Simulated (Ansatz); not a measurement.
**Relaxing an invented Si₄N structure**

These are results of DFT PBE, scalar-relativistic, plane waves, PAW in Ansatz 0.2.0, not measurements. Cutoff 420 eV, Gaussian smearing, Γ-centred meshes. Cell and atoms relax first on a coarse mesh and then on a finer one. In between, the cell is made exact in the group found at 0.06 Å. In metals the finer mesh still leaves noise of several meV/atom or more. The steps can't lower the symmetry of their start. No spin polarisation in the relaxation; trial moments died out in a coarse test.

A trial structure of Si₄N was built thus: random cell by space group and Wyckoff sites (P-62m, No. 189). Lengths were set from tabulated atomic sizes, so they are only a guess.

```
Si N
1.0
     4.81613    0.00000    0.00000
    -2.40807    4.17089    0.00000
     0.00000    0.00000    3.44414
Si N
4 1
Direct
  0.37704 0.00000 0.00000
  0.00000 0.37704 0.00000
  0.62296 0.62296 0.00000
  0.00000 0.00000 0.00000
  0.00000 0.00000 0.50000
```

The zero of energy is the elements' standard structures at the same level (N₂ as a molecule); no fitted shifts are applied.

Q: Describe the relaxed structure.

A: The symmetry goes from P-62m (No. 189) to P6/mmm (No. 191). The volume per atom grows by 13.2 %, from 13.8 to 15.7 Å³. The shortest distance goes from 1.72 Å (Si–N) to 1.64 Å (Si–N). The energy falls by about 1.9 eV/atom (the start's value is from the coarse mesh). The end is written in a standard setting, so origin, axes and order of atoms can differ from the start's. Conventional cell: a = 5.257 Å, c = 3.273 Å. Si on a site of symmetry mmm has 6 Si at 2.63 Å, 4 N at 3.10 Å and 2 Si at 3.27 Å; around Si on a site of symmetry 6/mmm lie 2 N at 1.64 Å and 6 Si at 2.63 Å; N has 2 Si at 1.64 Å and 12 Si at 3.10 Å.

```cif
data_structure
_symmetry_space_group_name_H-M 'P 1'
_symmetry_Int_Tables_number 1
_cell_length_a 5.2572
_cell_length_b 5.2572
_cell_length_c 3.2732
_cell_angle_alpha 90.000
_cell_angle_beta 90.000
_cell_angle_gamma 120.000
_cell_volume 78.35
loop_
_atom_site_label
_atom_site_type_symbol
_atom_site_fract_x
_atom_site_fract_y
_atom_site_fract_z
_atom_site_occupancy
Si1 Si 0.50000 0.00000 0.00000 1
Si2 Si 0.00000 0.50000 0.00000 1
Si3 Si 0.50000 0.50000 0.00000 1
Si4 Si 0.00000 0.00000 0.00000 1
N1 N 0.00000 0.00000 0.50000 1
```

Q: Give its energy and gap.

A: The formation energy is +0.76 eV/atom. The gap on the 12×12×12 mesh of the 5-atom cell is 0 eV (a metal).

The separate elements lie lower, so it is unstable against them.

The last run used Gaussian smearing of 0.10 eV. Symmetry constrained the relaxation, so the result can be a saddle point. In all, the 3 runs took 100 s on 1 thread of Intel(R) Xeon(R) Processor @ 2.70GHz, with other jobs on the host. Another cell of Si4N relaxed alike, in P1, lies 0.66 eV/atom lower, so this cell isn't the stable form at this level.
